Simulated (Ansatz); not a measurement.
# Trial structures of Cd4SbO: starts and ends

Computed with DFT PBE, scalar-relativistic, plane waves, PAW in Ansatz 0.2.0. All cells share a 420 eV cutoff and Γ-centred k meshes spaced at most about 0.3 Å⁻¹ (about 0.25 or finer for metals, 2π included). No spin polarisation in the final relaxations.

Each guess was relaxed in cell and atoms at zero pressure, within the symmetry of its start. All energies are static (0 K, no zero-point motion). Coordination counts Cd or Sb atoms around O (for each partner element, those within 1.25 times its shortest distance or 1.15 times the sum of covalent radii, where it is the nearest in units of that sum or under 1.3; the shortest distance is added where it is long for a bond).

| guess | made from | start group | V start (Å³/atom) | end group | V end (Å³/atom) | coordination at the end | gap on mesh (eV) | E over the lowest end (meV/atom) |
| --- | --- | --- | --- | --- | --- | --- | --- | --- |
| 1 | random cell | F-43m | 21.6 | F-43m | 30.2 | O 4 | 0 | 39 |
| 2 | random cell | I4/mmm | 23.3 | ? | ? | ? | ? | ? |
| 3 | GdYH4 type | P4/mmm | 19.7 | P4/mmm | 23.2 | O 8 from 2.7 Å | 0 | 0 |
| 4 | random cell | F-43m | 24.9 | F-43m | 21.9 | O 12 from 3.3 Å | 0 | 346 |
| 5 | H4BrN type | P-43m | 19.1 | P-43m | 31.4 | O 4 | 0 | 30 |

Guess 2 as it starts:

```
Cd Sb O
1.0
    -2.91864    2.91864    4.09833
     2.91864   -2.91864    4.09833
     2.91864    2.91864   -4.09833
Cd Sb O
4 1 1
Direct
  0.75000 0.25000 0.50000
  0.25000 0.75000 0.50000
  0.81367 0.81367 0.00000
  0.18633 0.18633 0.00000
  0.50000 0.50000 0.00000
  0.00000 0.00000 0.00000
```

**Question.** Predict the end of this guess and its energy over the lowest end.

**Answer.** It ends in space group I4/mmm (No. 139), with a = 5.935 Å, c = 9.585 Å, 28.1 Å³/atom and no gap. It lies 226 meV/atom over the lowest end, above guess 1 and below guess 4. Counting Cd or Sb atoms around O, this end has O 2 and the lowest (guess 3) has O 8 from 2.7 Å.

```
CELL_PARAMETERS angstrom
-2.96766 2.96766 4.79248
2.96766 -2.96766 4.79248
2.96766 2.96766 -4.79248
ATOMIC_POSITIONS crystal
Cd 0.75000 0.25000 0.50000
Cd 0.25000 0.75000 0.50000
Cd 0.79117 0.79117 0.00000
Cd 0.20883 0.20883 0.00000
Sb 0.50000 0.50000 0.00000
O 0.00000 0.00000 0.00000
```

Energies over the elements count from the elements' standard structures at the same level (O₂ as a molecule), with no fitted energy shifts.

**Question.** Is the lowest end bound against the elements?

**Answer.** Yes: its formation energy is −0.06 eV/atom. Whether it is stable depends on the other phases of the system, which aren't compared here.

For metals, differences of a few meV/atom aren't resolved. Spin–orbit coupling, which can matter for Sb, is left out. A magnetic state wasn't ruled out in cells without spin, among them P-43m, F-43m at 30.2 Å³/atom. Cells relaxed within their symmetry can be saddle points. A lower structure may well exist outside this small set. Some types were kept out of the candidates beforehand, so the set may lack a known form.
